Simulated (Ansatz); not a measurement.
A geometry of SnO away from equilibrium: step 2 of the relaxation of a relaxed SnO cell, doubled along one cell vector, shaken by Gaussian noise of σ = 0.08 Å a coordinate. All values below come from PBE (plane waves to 420 eV, PAW, scalar-relativistic; Ansatz, a program for electronic structure). Γ-centred k-mesh 3×6×5 on the run's cell (coarser than for final values), Fermi–Dirac smearing 0.05 eV.

```xyz
8
Lattice="7.8101 0.0249 -0.0119 0.0125 3.8851 0.0007 -0.0078 0.0009 5.0453" Properties=species:S:1:pos:R:3:forces:R:3 pbc="T T T" free_energy=-26366.971 pressure_GPa=1.4
Sn     0.0160     1.8362     1.4316    0.0837    0.7468   -0.7775
Sn     3.8356     1.9534     1.3981    0.3549    0.1822   -0.5777
Sn     1.9733    -0.0221     3.7120    0.1730    0.1631    0.1163
Sn     5.8803     0.1307     3.5922   -0.3728   -0.4645    0.8724
O      0.0456     0.0318     2.5325   -0.1428   -0.3580    0.2726
O      3.8675     0.0463     2.4968    0.1760   -0.0634    0.2417
O      2.0136     1.9895     2.5536   -0.5889   -0.2256    0.2240
O      5.8249     2.0120     2.5217    0.3169    0.0194   -0.3717
```

Positions in Å, forces in eV/Å, free energy of the cell in eV (comparable only within this code, potentials and settings). Largest force: 1.08 eV/Å, on Sn1 (atoms numbered as listed); the geometry lies 0.02 eV/atom above the end of its relaxation.

No spin polarisation in the result.

The first start was generated by placing the elements on the sites of a structure type. A measured structure of SnO has the same space group, P4/nmm (No. 129); the sites were not compared with it.
